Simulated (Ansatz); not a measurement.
An Ansatz (a quantum-chemistry and plane-wave program) input:

Ansatz 0.2 input:
```yaml
crystal:
  lattice:
    - [0.0, 2.1760769873, 2.1760769873]
    - [2.1760769873, 0.0, 2.1760769873]
    - [2.1760769873, 2.1760769873, 0.0]
  atoms:
    - { symbol: Ir, position: [0.0, 0.0, 0.0] }
    - { symbol: C, position: [0.5, 0.5, 0.5] }
kpoints:
  mp_grid: { grid: [12, 12, 12] }
  band_path:
    path:
      - [[0.0, 0.0, 0.0], [0.5, 0.0, 0.5], [0.625, 0.25, 0.625]]  # Γ-X-U
      - [[0.375, 0.375, 0.75], [0.0, 0.0, 0.0], [0.5, 0.5, 0.5], [0.5, 0.25, 0.75], [0.5, 0.0, 0.5]]  # K-Γ-L-W-X
    npoints: 12
basis: { ecutwfc: 600, xc_grid: 2 }
hamiltonian:
  xc: pbesol
  pseudopotentials: { azcp: { folder: ./paw }, kind: paw_fr }
magnetization: { noncollinear: true, spin_orbit: true }
scf:
  n_extra_bands: 13
  convergence: { dr2_threshold: 0.0000000001 }
  occupations: { method: gaussian, width: 0.05 }
output: { eigenvalues: true }
```

### Question
How many symmetry operations and irreducible k-points will the run report?

### Answer
48 operations, 72 of 1728 k-points.

### Question
With a cutoff of 600 eV, how many plane waves at Γ?

### Answer
701.

It took very roughly 26 core-seconds on shared server cores.

Space group Fm-3m (rock salt). The start of the workflow was typed in or built on a structure type; neither database checked (COD, Materials Project) lists it. Its standing as an ambient phase is unchecked. The cell was relaxed with PBEsol under the symmetry of its start. At this level the phase is dynamically unstable (imaginary phonons). The run is not spin-polarised. Its formation energy is positive at this level, so the cell may be metastable or incomplete.

Potentials: the earlier of the program's two PAW sets. The files were generated under PBE; for other functionals the program regenerates the frozen cores, and for LDA and PBEsol the local potential too.

Ansatz is a plane-wave DFT program.
